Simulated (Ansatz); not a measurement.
Q: Name crystals whose computed values (plane-wave PAW LDA (Ansatz code)) fall in these windows: Θ_D (K) 170 to 230; G_Hill (GPa) 18 to 22; electron conductivity mass (mₑ) 0.19 to 0.27.

A: 

```json
[
 {"crystal": "SnSe2, CdI2 type", "Θ_D (K)": "204", "G_Hill (GPa)": "19.9", "electron conductivity mass (mₑ)": "0.23"}
]
```
Others may fit too.

Weakly bound layers, chains or molecules computed without a dispersion correction, so cells and soft constants are ill determined: SnSe2, CdI2 type. The cell was relaxed under the symmetry of its start. Scalar-relativistic: spin–orbit coupling is off unless named, which matters more the heavier the elements.

Potentials: the later of the program's two PAW sets.
